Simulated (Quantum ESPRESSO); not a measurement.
# Computed NMR tensors in ZnF2

```
CELL_PARAMETERS angstrom
      4.70294     0.00000     0.00000
      0.00000     4.70294     0.00000
      0.00000     0.00000     3.13289
ATOMIC_POSITIONS crystal
  Zn 0.50000 0.50000 0.50000
  Zn 0.00000 0.00000 0.00000
  F  0.69686 0.69686 0.00000
  F  0.30314 0.30314 0.00000
  F  0.80314 0.19686 0.50000
  F  0.19686 0.80314 0.50000
```
The cell comes from the Materials Project (a computed structure). It is ZnF2 in P4₂/mnm; whether this form has been observed was not checked. Stability against distortions was not tested.

Shieldings are absolute and leave out the bulk-susceptibility term; a larger σ means a smaller chemical shift. By our sweeps, such settings leave a few ppm in absolute σ on light atoms and up to some 20 ppm from Zn on. Static lattice: thermal averaging is not included.

Ω = σ33 − σ11 of the symmetric part; where symmetry doesn't make it nil, it is less certain than σ_iso.

**Question.** What do the calculations give at each independent site (shieldings by PBE GIPAW (a modified build of Quantum ESPRESSO, JTH PAW datasets), 22.5 Ha, k-mesh 4×4×6 shifted, f-sum rule met within 0.005 %)?

**Answer.** 
```csv
site,site symmetry,σ_iso (ppm),span Ω (ppm)
"Zn (atoms 1, 2)",mmm,1799,89
"F (atoms 3, 4, 5, 6)",m2m,344,57
```
